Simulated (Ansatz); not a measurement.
## K-39 NMR of the central transition in K₂PtC₆N₆

Cell: a refined structure from the COD, ions relaxed with PBE at fixed cell.

Space group P-31m (No. 162); a = 7.3928, c = 6.6613 Å, γ = 120.00°.

| site | Wyckoff | site symmetry | x | y | z |
| --- | --- | --- | --- | --- | --- |
| K | 2d | 3.2 | 0.3333 | 0.6667 | 0.5000 |
| Pt | 1a | -3.m | 0.0000 | 0.0000 | 0.0000 |
| C | 6k | ..m | 0.2230 | 0.2230 | 0.1740 |
| N | 6k | ..m | 0.3513 | 0.3513 | 0.2751 |

One atom of each set is listed.

All values are calculated (Ansatz; DFT, PBE, plane waves and PAW, scalar-relativistic, 420 eV cutoff, Γ-centred 5×5×5 k-points, Fermi–Dirac smearing 0.05 eV), not measured.

K-39 has I = 3/2 and Q = 60.30 mb (Pyykkö 2018); at 18.8 T its Larmor frequency is ν₀ = 37.4 MHz. Only the quadrupole interaction is simulated: positions count from each site's isotropic chemical shift, and J coupling is left out, as are shift anisotropy and dipolar coupling, which fast spinning averages.

(1) Give C_Q, η, the quadrupolar product P_Q = |C_Q|(1 + η²/3)^½, the second-order isotropic shift and the breadth of the pattern (fast magic-angle spinning) for each K site.

## Answers

(1) 

```tsv
site	first shell	C_Q (MHz)	η	P_Q (MHz)	δ_QIS (ppm)	breadth (kHz)
K	6 N at 2.83 Å	1.10	0.00	1.10	-21.6	1.73
```

δ_QIS = −(ν_Q²/30ν₀²)[I(I+1) − 3/4](1 + η²/3) × 10⁶ ppm with ν_Q = 3|C_Q|/[2I(2I−1)]; it falls as 1/B₀² in ppm, and the breadth as 1/B₀ in kHz.

An axis of threefold or higher order runs through K, so V_zz lies along it and η is zero.

The database entry as given showed forces above 3 eV/Å or a pressure above 30 GPa, though relaxing it moves no atom far.

The relaxation (5 steps) took 98 s of wall time (98 s of CPU time) and 0.68 GiB at its peak, on 1 thread of Arm Neoverse V1 (aarch64; 28 cores open to the job, memory cap 3.0 GiB, no GPU), a shared host with a load of 0.7 a core.
